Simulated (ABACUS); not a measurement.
A self-consistent single point of CsGa3 (I-4m2, 24 atoms in the cell; from Materials Project mp-574338, lattice scaled a little).

```
CELL_PARAMETERS angstrom
      6.30860     0.00000     0.00000
      0.00000     6.30860     0.00000
      0.00000     0.00000    15.02821
ATOMIC_POSITIONS crystal
  Cs 0.00000 0.00000 0.00000
  Cs 0.50000 0.00000 0.12780
  Cs 0.50000 0.00000 0.37220
  Cs 0.50000 0.50000 0.50000
  Cs 0.00000 0.50000 0.62780
  Cs 0.00000 0.50000 0.87220
  Ga 0.70950 0.50000 0.27484
  Ga 0.00000 0.79050 0.22516
  Ga 0.29050 0.50000 0.27484
  Ga 0.00000 0.20950 0.22516
  Ga 0.00000 0.69231 0.38908
  Ga 0.19231 0.50000 0.11092
  Ga 0.00000 0.30769 0.38908
  Ga 0.80769 0.50000 0.11092
  Ga 0.50000 0.50000 0.00000
  Ga 0.20950 0.00000 0.77484
  Ga 0.50000 0.29050 0.72516
  Ga 0.79050 0.00000 0.77484
  Ga 0.50000 0.70950 0.72516
  Ga 0.50000 0.19231 0.88908
  Ga 0.69231 0.00000 0.61092
  Ga 0.50000 0.80769 0.88908
  Ga 0.30769 0.00000 0.61092
  Ga 0.00000 0.00000 0.50000
```

Computed with PBEsol, numerical atomic orbitals DZP (confined pseudo-atomic orbitals; energy shift 0.01 Ry), PseudoDojo 0.4 standard norm-conserving PBEsol (tails mended) pseudopotentials (ABACUS).

ABACUS settings:

| key | value |
|---|---|
| basis | DZP numerical atomic orbitals, energy shift 0.01 Ry |
| KPT | Gamma 3 3 2 0 0 0 |
| basis_type | lcao |
| ecutwfc | 100 Ry |
| smearing_method | gaussian |
| smearing_sigma | 0.00734986 Ry |
| potentials | PseudoDojo 0.4 standard norm-conserving PBEsol (tails mended) |
| symmetry | 1 |
| symmetry_prec | 1e-05 |
| ks_solver | scalapack_gvx |
| scf_nmax | 100 |
| scf_thr | 1.0e-07 |
| mixing_type | pulay |
| mixing_beta | 0.4 |

Results:

| Item | Result |
|---|---|
| Number of valence electrons | 288 |
| Number of bands | 173 |
| Number of k-points after the program's reduction | 6 |
| Size of the basis | 408 |
| Number of SCF iterations | 11 |
| Free energy E − TS | -41197.6697 eV |

The atom-centred basis is finite, which shifts total energies against plane waves. Forces and stress are left out: the polarisation orbitals used for some of these elements are too diffuse to give them reliably, and gaps can carry the same lack. The structure comes from a collection of computed structures, made at another level of theory; the collection holds predicted forms beside known ones. Its lattice was then scaled. No clean gap shows at this smearing width and mesh (spacing up to 0.33 Å⁻¹); the mesh is coarse for partly filled bands, so the values carry mesh errors.

Cost on one core: very roughly 2.9 core-minutes.

The atomic orbitals were generated for these runs; they are not ABACUS's published sets and were checked against plane waves on a few crystals only.

“Tails mended”: in these copies of the files the far tail of each local potential was reset to the Coulomb form.
